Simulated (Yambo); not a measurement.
BSE-type run in Yambo on BaO₂ (space group I4/mmm, No. 139), at finite momentum (a q point of the mesh, 0.31 1/Å).

Quantum ESPRESSO step (PBEsol, PseudoDojo standard norm-conserving files, fully relativistic):
```
&CONTROL
  calculation = 'nscf'
  pseudo_dir = './pseudo'
  outdir = './out'
/
&SYSTEM
  ibrav = 0
  nat = 3
  ntyp = 2
  ecutwfc = 84.0
  ecutrho = 336.0
  occupations = 'fixed'
  force_symmorphic = .true.
  nbnd = 63
  noncolin = .true.
  lspinorb = .true.
/
&ELECTRONS
  conv_thr = 3.0000000000000004e-09
  diago_full_acc = .true.
  diago_thr_init = 1e-08
/
ATOMIC_SPECIES
O 15.9990 O.upf
Ba 137.3270 Ba.upf
CELL_PARAMETERS angstrom
 -1.885654514000   1.885654514000   3.375046765000
  1.885654514000  -1.885654514000   3.375046765000
  1.885654514000   1.885654514000  -3.375046765000
ATOMIC_POSITIONS crystal
O   0.391208919100   0.391208919100   0.000000000000
O   0.608791080900   0.608791080900   0.000000000000
Ba   0.000000000000  -0.000000000000   0.000000000000
K_POINTS automatic
6 6 6 0 0 0
```

Yambo input:
```
rim_cut
optics
bse
bss
dipoles
em1s
RandQpts= 1000000
RandGvec= 1 Ry
FFTGvecs= 40 Ry
Chimod= "HARTREE"
BSKmod= "SEX"
BSEmod= "resonant"
BSSmod= "hs"
BSENGexx= 15 Ry
BSENGBlk= 4 Ry
% KfnQP_E
 1.648 | 1.0 | 1.0 |
%
% BSEQptR
 16 | 16 |
%
% BSEBands
 19 | 26 |
%
% BEnRange
 0.0 | 8.7 | eV
%
% BDmRange
 0.15 | 0.15 | eV
%
BEnSteps= 174
% BLongDir
 1.0 | 0.0 | 0.0 |
%
BSHayTrs= -0.02
BSSNEig= 48
WRbsWF
% BndsRnXs
 1 | 58 |
%
NGsBlkXs= 4 Ry
% LongDrXs
 1.0 | 1.0 | 1.0 |
%
```

From the report:

The dimension is k points × valence × conduction bands = 216 × 4 × 4 = 3456.
```
   [SLEPC] Approach                          : Krylov-Schur
   [SLEPC] Number of requested eigenvalues   :   48
   [SLEPC] Number of eigenvalues        [NEV]:   48
    [K] Dimension                                    :   3456
    [K] Bands                                        :  19  26
    [K] Exchange res                                 : yes
    [K] Correlation res                              : yes
    [K] W interaction is bare                        : no
    [K] RL vectors exchange                          :   323
    [K] RL vectors correlation                       :   45
    [W] Matrix size                                  :   45
    [W] Bands                                        :    1   58
    [W] Coulomb Cutoff                               : none
    [W] Hxc Kernel                                   : HARTREE
```
Lowest eigenvalues (eV; in brackets the number of states within 2 meV): 2.50 (2), 2.51 (2), 2.52 (2), 3.30 (2), 3.30 (2), 3.32 (2). They depend on the mesh, which isn't converged, and on the G0W0 scissor.

Geometry relaxed with PBEsol.
